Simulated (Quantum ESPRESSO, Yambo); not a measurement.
For ScF3 (space group R32, No. 155, within 0.06 Å of Pm-3m), Yambo gives the independent-particle static dielectric constant along x as 2.28 on PBEsol bands and 1.9 after a scissor of 5.09 eV widens every gap (8×8×8 mesh, 54 bands, 4 Ry local-field block, 0.2 eV broadening). Axes are Cartesian, with cell vectors (Å) (2.84, 1.64, 2.32), (-2.84, 1.64, 2.32), (0.00, -3.28, 2.32).

A scissor keeps the position matrix elements. In a one-oscillator model, how does ε − 1 scale, and what mean transition energy do the two values imply?

Each transition adds |r|²/E to ε − 1, so ε − 1 ∝ 1/(E0 + Δ). Then (1.9 − 1)/(2.28 − 1) = E0/(E0 + Δ) = 0.703, and E0 = Δ(ε' − 1)/(ε − ε') = 12.1 eV. The computed Im ε, weighted by 1/E up to 20 eV, has its mean at 10.2 eV; the smallest direct PBEsol gap is 6.84 eV. The scissor comes from a G0W0 run whose convergence isn't established. Convergence of the RPA response with its 8×8×8 mesh was not tested.

Bands from Quantum ESPRESSO.

Geometry relaxed with PBEsol; primitive cell a = b = c = 4.017 Å, α = β = γ = 90.02°.
